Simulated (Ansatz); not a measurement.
B:
```
B
1.0
    2.44916     1.41402     4.17097
   -2.44916     1.41402     4.17097
    0.00000    -2.82804     4.17097
B
12
Direct
  0.00987   0.65441   0.00987
  0.99013   0.34559   0.99013
  0.00987   0.00987   0.65441
  0.99013   0.99013   0.34559
  0.65441   0.00987   0.00987
  0.34559   0.99013   0.99013
  0.22051   0.63175   0.22051
  0.77949   0.36825   0.77949
  0.22051   0.22051   0.63175
  0.77949   0.77949   0.36825
  0.63175   0.22051   0.22051
  0.36825   0.77949   0.77949
```

Relaxed with r²SCAN. Independent-particle spectrum: no excitons, no local fields, no scissors shift; 0.1 eV broadening; ε₁ of the summed bands alone.

Problem. Tabulate the dielectric function from plane-wave PAW r²SCAN (Ansatz code).

Solution. 

```tsv
E (eV)	ε₁ xx	ε₂ xx	ε₁ zz	ε₂ zz
0.0	9.97	0.00	7.62	0.00
0.3	10.00	0.00	7.64	0.00
0.6	10.08	0.00	7.68	0.00
0.9	10.22	0.00	7.76	0.00
1.2	10.42	0.00	7.87	0.00
1.5	10.71	0.00	8.02	0.00
1.8	11.10	0.00	8.22	0.00
2.1	11.63	0.00	8.48	0.00
2.4	12.37	0.02	8.84	0.00
2.7	13.51	0.05	9.36	0.01
3.0	15.50	0.70	10.17	0.09
3.3	17.27	2.51	11.35	0.96
3.6	19.20	6.16	11.87	2.49
3.9	16.59	9.76	11.64	3.21
4.2	16.50	13.26	11.65	4.41
4.5	11.23	14.84	13.45	5.48
4.8	10.69	10.82	10.63	7.54
5.1	12.13	14.05	8.55	8.63
5.4	9.30	15.70	8.22	7.12
5.7	6.20	16.87	8.62	8.83
6.0	3.43	16.53	8.00	8.50
6.3	1.11	13.71	6.91	9.85
6.6	0.79	13.44	5.45	9.48
6.9	0.16	11.06	6.16	9.48
7.2	0.49	11.72	4.88	11.52
7.5	-0.38	12.06	1.90	10.37
7.8	-2.58	10.87	1.99	8.15
8.1	-2.61	9.53	2.25	9.10
8.4	-2.32	8.60	1.42	8.21
8.7	-2.77	8.82	1.83	7.39
9.0	-3.42	7.75	2.16	7.28
9.3	-3.37	6.97	2.80	8.51
9.6	-3.87	6.23	2.90	9.84
9.9	-3.70	5.13	-0.17	11.32
10.2	-2.99	4.64	-1.32	10.90
10.5	-3.06	4.46	-4.02	9.27
10.8	-2.92	4.00	-3.89	6.95
11.1	-2.39	3.57	-3.54	6.05
11.4	-2.31	3.58	-3.72	5.42
11.7	-2.14	3.44	-3.25	4.54
12.0	-2.15	3.47	-2.83	4.17
```

With all bands, ε∞ without local fields is 10.1 (xx = yy), 7.72 (zz). DFPT, with local fields, gives 9.85 (xx = yy), 7.35 (zz).

Space group R-3m (α-B12). The r²SCAN relaxation kept the symmetry of its start; phonons on a q-mesh show no instability.

Potentials: the earlier of the program's two PAW sets.
